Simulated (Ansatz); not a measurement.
ZnO:
Space group P4₂/mnm (No. 136); a = 5.513 Å, b = 5.513 Å, c = 3.249 Å, α = 90.00°, β = 90.00°, γ = 90.00°

```json
[
 {"atom": "Zn", "site": "4g", "symmetry": "m.2m", "x": "0.1818", "y": "0.1818", "z": "0.5000"},
 {"atom": "O", "site": "4f", "symmetry": "m.2m", "x": "0.3175", "y": "0.3175", "z": "0.0000"}
]
```

This is the r²SCAN-relaxed structure.

Q: All from r²SCAN in the plane-wave PAW code Ansatz, unless another level is named. Give the formation energy from the elements (no fitted shifts).

A: -1.58 eV/atom.

Q: Next, the band gap?

A: 1.21 eV (direct).

Q: What about the HSE06 gap on the r²SCAN cell?

A: 2.53 eV.

Q: Next, the electron effective mass?

A: 0.18, 0.21, 0.21 mₑ (principal values).

Q: Give the valence-band maximum.

A: at Γ.

Space group P4_2/mnm. The first step of the workflow began from a Materials Project structure, measured or hypothetical; the Crystallography Open Database copy checked does not list it. It is not the phase usual at ambient conditions (space group No. 186). The cell was relaxed with r²SCAN under the symmetry of its start; its stability against distortions is not shown here. The references are the lowest solids computed at this level, not always the standard phases (solids in place of the gases).

Potentials: the later of the program's two PAW sets.
